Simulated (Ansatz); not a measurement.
## Si (I4/mmm), tetragonal deformation path

Computed with Ansatz, DFT LDA, scalar-relativistic, plane waves, PAW. Settings: plane waves to 420 eV, k-mesh 12×12×12 (Γ-centred), Gaussian smearing 0.03 eV. No spin polarisation. Energies are free energies at this smearing, counted from the undisturbed cell; pressure is positive in compression.

The undisturbed cell (relaxed at this level; this form isn't the usual structure):

```yaml
crystal:
  lattice:
    - [-3.30127, 3.30127, 1.90836]
    - [3.30127, -3.30127, 1.90836]
    - [3.30127, 3.30127, -1.90836]
  atoms:
    - { symbol: Si, position: [0.17884, 0.17884, 0.35769] }
    - { symbol: Si, position: [0.82116, 0.82116, 0.64231] }
    - { symbol: Si, position: [0.17884, 0.82116, 0.00000] }
    - { symbol: Si, position: [0.82116, 0.17884, 0.00000] }
```

At fixed volume and fractional coordinates, lengths along (0.000, 0.000, 1.000) are scaled against those across it; ρ is that ratio over its starting value.

| ρ | ΔE (meV/atom) | pressure (GPa) | gap on the mesh (eV) |
| --- | --- | --- | --- |
| 0.800 | 383.7 | 4.4 | 0.00 |
| 0.850 | 209.2 | 2.8 | 0.00 |
| 0.920 | 55.1 | 0.9 | 0.00 |
| 0.960 | 13.0 | 0.3 | 0.10 |
| 1.000 | 0.0 | 0.0 | 0.12 |
| 1.050 | 18.7 | 0.1 | 0.00 |
| 1.100 | 69.0 | 0.5 | 0.00 |
| 1.200 | 239.4 | 2.3 | 0.00 |
| 1.300 | 473.5 | 5.1 | 0.00 |

Cost: 9 runs of about 3.5 core-minutes in all, on AMD EPYC (Zen 3) (shared hosts).